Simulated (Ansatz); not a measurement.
KLiMnS2 in space group I-4m2 (No. 119; K on 2a, Li on 2c, Mn on 2d, S on 4e) at seven volumes, plane-wave PAW PBEsol (Ansatz code), shape and atoms relaxed at each. One row is withheld.

```csv
V (Å³/atom),P (GPa)
18.908,3.51
19.531,2.14
20.154,0.97
20.778,0.00
21.401,-0.81
22.024,?
22.648,-2.04
```

### Question
Fit the shown pressures and predict the withheld one.

### Answer
Third-order Birch–Murnaghan: P = (3/2)B₀(x^(7/2) − x^(5/2))[1 + (3/4)(B′ − 4)(x − 1)] with x = (V₀/V)^(2/3). Least squares on the six rows gives V₀ = 20.780 Å³/atom, B₀ = 29.41 GPa, B′ = 4.99. At V = 22.024, x = 0.9620 and P = -1.48 GPa. The run itself gave -1.48 GPa.

The first step of the workflow began from a Materials Project structure, measured or hypothetical; the Crystallography Open Database copy checked does not list it. With Li and Mn taken as one species the cell has the higher symmetry I4/mmm, so it may be an ordered model of a mixed-site phase. Whether it is the stable phase at ambient conditions was not checked. The cell was relaxed with PBEsol under the symmetry of its start; its stability against distortions is not shown here. Spin order of the final state: ferromagnetic, the only order run, not a proven ground state. The cell computed holds one magnetic atom, so no antiferromagnetic order was within reach. No Hubbard U is applied.

Potentials: the later of the program's two PAW sets.
